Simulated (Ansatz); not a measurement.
The elements of this relaxed trial crystal are hidden behind letters.

```
lattice vectors (Å)
   5.5989    0.0000    0.0000
  -2.7994    4.8487    0.0000
   0.0000    0.0000    4.4410
fractional positions
X 0.5000 0.0000 0.5000
X 0.0000 0.5000 0.5000
X 0.5000 0.5000 0.5000
Z 0.0000 0.0000 0.5000
Z 0.0000 0.0000 0.0000
```

Computed with DFT PBE, scalar-relativistic, plane waves, PAW in Ansatz 0.2.0. Settings of the last relaxation (5-atom cell): 420 eV, 12×12×10 k points, Gaussian smearing of 0.10 eV, no spin polarisation.

```
Space group                                 : P6/mmm (No. 191)
Conventional cell                           : a = 5.599 Å, c = 4.441 Å
Volume per atom                             : 24.11 Å³
Density                                     : 4.62 g/cm³
Formation energy                            : +0.48 eV/atom
Gap on the 12×12×10 mesh of the 5-atom cell : 0 eV (a metal)
```

Energies are uncorrected and count from the elements' standard states at the same level.

Problem. X is a d-block element of period 5 and Z is a p-block element of period 3. Which elements are they?

Solution. X = Zr, Z = P, so the formula is Zr3P2. Density times volume gives a mean mass of 4.62 × 24.11/1.6605 = 67.1 u per atom, and this set has 67.1 u. Among the elements that the hints allow, noble gases aside, only these give it. Zr has 4 Zr at 2.80 Å, 2 P at 2.80 Å and 4 P at 3.57 Å; P on its first site has 2 P at 2.22 Å and 6 Zr at 2.80 Å; around P on its second site lie 2 P at 2.22 Å.

A structure relaxed within its symmetry needn't be a true minimum.
